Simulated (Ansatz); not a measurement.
Values for one crystal, relaxed and computed with DFT-PBEsol in the program Ansatz with PAW potentials; other levels are named.

* **Volume per atom**: 12.84 Å³
* **Electronic character**: metallic (no gap)
* **Formation energy from the elements (no fitted shifts)**: -0.70 eV/atom
* **Pressure derivative B′**: 4.8
* **Hill bulk and shear moduli**: 146 and 80.4 GPa
* **Poisson's ratio**: 0.27
* **Density of states at the Fermi level**: 0.65 states/eV per atom (mean over ±0.08 eV)

### Question
Which of these materials gives this?
A. EuS, rock salt
B. YGe3, Cmcm (Y on 4c, Ge on 4c, Ge on 4c, Ge on 4c)
C. Ti2C, R-3m (Ti on 6c, C on 3b)
D. Ti5Si, R32 (Ti on 6c, Ti on 9d, Si on 3b)

### Answer
C, Ti2C, R-3m (Ti on 6c, C on 3b)

The first step of the workflow began from a Materials Project structure, measured or hypothetical; the Crystallography Open Database copy checked does not list it. Whether it is the stable phase at ambient conditions was not checked. The PBEsol relaxation kept the symmetry of its start; of distortions, only those at the zone centre were tested. No spin polarisation was allowed. As this level gives no gap, shear constants depend on the k-mesh and smearing (Fermi–Dirac, 0.1 eV here). The references are the lowest solids computed at this level, not always the standard phases.

Potentials: the later of the program's two PAW sets.
